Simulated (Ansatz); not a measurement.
The relaxed structure here is a generated cell of Au: the first start was made by placing the elements on the sites of a structure type, and the end was not matched to a known phase here, so it may be hypothetical. Known forms of Au include space group No. 225.

A relaxed structure of Au. Space group I4/mmm (No. 139), AFLOW prototype A_tI2_139_a (A_a). All values below come from PBE (plane waves to 420 eV, PAW, scalar-relativistic; Ansatz, a first-principles code).

```xyz
1
Lattice="-1.7511 1.7511 1.4761 1.7511 -1.7511 1.4761 1.7511 1.7511 -1.4761" Properties=species:S:1:pos:R:3 pbc="T T T"
Au     0.0000     0.0000     1.4761
```

| Property | Result |
|---|---|
| Volume per atom | 18.11 Å³ |
| Band gap | zero (metallic) |
| Shortest distances | Au–Au 2.88 Å |
| k-mesh | 20×20×20 |

No spin polarisation in the result.

The run could not lose the symmetry of its start: the end is stationary, and may be a saddle point rather than a minimum.

It was reached from a disturbed copy of a Pm-3m (No. 221) cell (simple cubic type), against which it lies -0.18 eV/atom.
